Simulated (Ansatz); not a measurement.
# Notes on CdAu

```yaml
crystal:
  lattice:
    - [5.52249, 0.00000, 0.00000]
    - [0.00000, 5.52249, 0.00000]
    - [0.00000, 0.00000, 5.52249]
  atoms:
    - { symbol: Au, position: [0.15000, 0.15000, 0.15000] }
    - { symbol: Au, position: [0.35000, 0.85000, 0.65000] }
    - { symbol: Au, position: [0.65000, 0.35000, 0.85000] }
    - { symbol: Au, position: [0.85000, 0.65000, 0.35000] }
    - { symbol: Cd, position: [0.84400, 0.84400, 0.84400] }
    - { symbol: Cd, position: [0.65600, 0.15600, 0.34400] }
    - { symbol: Cd, position: [0.34400, 0.65600, 0.15600] }
    - { symbol: Cd, position: [0.15600, 0.34400, 0.65600] }
```

The numbers come from plane-wave PAW DFT (Ansatz): r2SCAN, no spin polarisation, 500 eV, 6×6×6 Γ-centred k points, fermi-dirac occupations (width 0.0471 eV). Nothing was relaxed.

Q: Which atom feels the largest force, and which way?

A: The largest is on Au3 (and as large on other atoms): 0.11 eV/Å, components (0.07, -0.07, -0.07). It makes 180° with the line to a nearest neighbour, Cd7 at 2.93 Å, pointing away from it.

Q: Which element gives electrons and which takes them?

A: Bader charges in e: Cd +0.53, Au -0.53. In the mean Cd gives up most and Au takes most.

Q: Describe some of the short contacts.

A: Au–Cd at 2.93 Å: least valence density 0.22 e/Å³ and ELF 0.18 there. Au–Au at 3.40 Å: least valence density 0.13 e/Å³ and ELF 0.15 there. Cd–Cd at 3.42 Å: least valence density 0.10 e/Å³ and ELF 0.15 there. These are pseudo-fields; inside the PAW spheres they differ from the all-electron ones.

Q: Metal or insulator?

A: It is a metal, with about 1.9 states/eV a cell as the mean within 0.25 eV of the Fermi level.

Q: Is the cell too large or too small?

A: The pressure is -6.9 GPa (compression positive), so with the atoms held at these fractions the cell would first shrink.

Origin: a known structure type with other elements, at an estimated volume, so it need not be a known compound.
